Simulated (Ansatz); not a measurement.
Problem. Each is relaxed and computed with the program Ansatz at the r²SCAN level (PAW). Which is the only metal?
A. NaCl, CsCl type
B. AlCuGeSe4, I-4 (Al on 2c, Cu on 2a, Ge on 2b, Se on 8g)
C. GeRh, CsCl type
D. SiGe, wurtzite

Solution. C, GeRh, CsCl type. GeRh: metal; AlCuGeSe4: gap 1.34 eV (indirect); SiGe: gap 0.66 eV (indirect); NaCl: gap 4.91 eV (indirect). Constructed cells (a structure type filled with these elements, in neither database checked): GeRh, CsCl type. Not the usual ambient phase: NaCl, CsCl type. Standing as an ambient phase not checked: AlCuGeSe4, I-4 (Al on 2c, Cu on 2a, Ge on 2b, Se on 8g); SiGe, wurtzite. Unstable at this level: GeRh, CsCl type; NaCl, CsCl type. All cells were relaxed under the symmetry of their starts (and spin orders); stability against distortions was not tested throughout. Rows with no word on spin ran without spin polarisation. Scalar-relativistic: spin–orbit coupling is off unless named, which matters more the heavier the elements.

Potentials: the later of the program's two PAW sets.
